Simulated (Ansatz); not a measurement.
**Re2Sb, a known structure type with other elements, at an estimated volume**

```xyz
6
Lattice="0.0000 3.9322 0.0000 3.9322 0.0000 0.0000 1.9661 1.9661 -7.6591" Properties=species:S:1:pos:R:3 pbc="T T T"
Re    0.0000    1.9661    0.0000
Re    1.9661    0.0000    0.0000
Re    1.9661    1.9661   -4.9156
Re    3.9322    3.9322   -2.7435
Sb    1.9661    1.9661   -2.1125
Sb    3.9322    3.9322   -5.5466
```

Method: r2SCAN, with U_eff = 1.68 eV on Re d (atomic projectors), no spin polarisation; PAW, plane waves to 500 eV, 7×7×7 Γ-centred mesh, tetrahedron occupations (Ansatz 0.2.0), atoms fixed.

What does the stress say?

The pressure is -25.7 GPa (compression positive), so with the atoms held at these fractions the cell would first shrink; the forces are large, so a full relaxation may end otherwise. The principal stresses -36.8, -20.2, -20.2 GPa differ, so its shape would change too.

Give the Bader charges.

Bader charges in e: Re -0.04, Sb +0.09. In the mean Sb gives up most and Re takes most.

Metal or insulator?

It is a metal, with about 9.3 states/eV a cell as the mean within 0.25 eV of the Fermi level, mostly Re d (92 %).

Describe some of the short contacts.

Re–Re at 2.78 Å: least valence density 0.43 e/Å³ and ELF 0.44 there. Re–Sb at 2.80 Å: least valence density 0.39 e/Å³ and ELF 0.48 there. Both are smooth PAW fields, read partly inside the augmentation spheres.

Where is the largest force?

The largest is on Re3 (and as large on other atoms): 1.37 eV/Å, components (0.00, 0.00, -1.37). It makes 180° with the line to a nearest neighbour, Sb5 at 2.80 Å, pointing away from it.

Origin: a known structure type with other elements, at an estimated volume, so it need not be a known compound. Caveats: empty levels are not fully converged; many states at the Fermi level without spin polarisation, so a magnetic state may lie lower; a Hubbard term without moments, so a magnetic state may lie lower; atoms or cell far from equilibrium; forces and stress under tetrahedra may miss the slope of the energy.
